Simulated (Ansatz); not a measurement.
SiC4:
```cif
data_C8Si2
_chemical_formula_sum 'Si2 C8'
_space_group_name_H-M_alt 'P 1'
_space_group_IT_number 1
_cell_length_a 5.59772
_cell_length_b 5.59772
_cell_length_c 5.59772
_cell_angle_alpha 90.000
_cell_angle_beta 90.000
_cell_angle_gamma 90.000
loop_
_space_group_symop_operation_xyz
  'x, y, z'
loop_
_atom_site_label
_atom_site_type_symbol
_atom_site_fract_x
_atom_site_fract_y
_atom_site_fract_z
_atom_site_occupancy
Si1 Si 0.00000 0.00000 0.00000 1
Si2 Si 0.50000 0.50000 0.50000 1
C1 C 0.18730 0.18730 0.18730 1
C2 C 0.31270 0.31270 0.31270 1
C3 C 0.18730 0.81270 0.81270 1
C4 C 0.31270 0.68730 0.68730 1
C5 C 0.81270 0.18730 0.81270 1
C6 C 0.68730 0.31270 0.68730 1
C7 C 0.81270 0.81270 0.18730 1
C8 C 0.68730 0.68730 0.31270 1
```

Relaxed with r²SCAN. The program Ansatz at the r²SCAN level (PAW) gives a gap of 3.84 eV.

Q: What gap does HSE06 give on the same cell (Ansatz, PAW)?

A: 4.69 eV, 0.85 eV more. The hybrid was solved on a coarser mesh and at special points; the gap given is the minimum over both.

| k | v1 r²SCAN | c1 r²SCAN | v1 HSE06 | c1 HSE06 |
|---|---|---|---|---|
| Γ | -0.29 | 3.85 | -0.31 | 4.69 |
| R | 0.00 | 4.63 | ? | ? |
| M | -0.46 | 4.47 | ? | ? |
| X | -0.44 | 4.42 | ? | ? |

Q: Top valence (v1) and lowest conduction level (c1) in eV from each method's valence maximum (which need not be a listed point): supply the withheld HSE06 values.

A: 
- R, v1 HSE06: 0.00
- R, c1 HSE06: 5.53
- M, v1 HSE06: -0.47
- M, c1 HSE06: 5.38
- X, v1 HSE06: -0.46
- X, c1 HSE06: 5.32

Cost on shared cores: the r²SCAN run (SCF on a 5×5×5 mesh, then bands and DOS) roughly 2.8 core-minutes, the HSE06 run (SCF on 3×3×3, then a few points) about 4 core-minutes (a rough figure); the tasks are unlike.

Space group Pn-3m. The start of the workflow was typed in or built on a structure type; neither database checked (COD, Materials Project) lists it. Its standing as an ambient phase is unchecked. Symmetry was held in the r²SCAN relaxation; its stability against distortions is not shown here. Its formation energy is positive at this level, so the cell may be metastable or incomplete.

Potentials: the earlier of the program's two PAW sets.
